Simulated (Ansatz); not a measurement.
ZrAl3 (Cu3Au type, Pm-3m), the program Ansatz at the LDA level (PAW), all energies at zero smearing, with the estimated change up to a 700 eV cutoff added, with one set of potentials and settings (totals compare only within such a set). Cell of 4 atoms (1 Zr, 3 Al): -5618.063 eV.

| element | reference phase | E (eV/atom) |
|---|---|---|
| Zr | P6/mmm, 3 atoms in the cell | -4077.4793 |
| Al | Fm-3m, 1 atoms in the cell | -512.8755 |

Formation energy per atom, worked out: (-5618.063 − 1×(-4077.4793) − 3×(-512.8755))/4 = -0.489 eV/atom (-47 kJ per mol of atoms), at 0 K, without zero-point energy or fitted corrections.

The workflow started from a Materials Project entry (that database holds measured and hypothetical structures alike); the Crystallography Open Database copy checked does not list it. COD files the formula under space group No. 139, so this cell is another polymorph or a model. With Zr and Al taken as one species the cell has the higher symmetry Fm-3m, so it may be an ordered model of a mixed-site phase. Whether it is the stable phase at ambient conditions was not checked. The LDA relaxation kept the symmetry of its start; of distortions, only those at the zone centre were tested. The run is not spin-polarised. The references are the lowest solids computed at this level, not always the standard phases.

Potentials: the later of the program's two PAW sets.
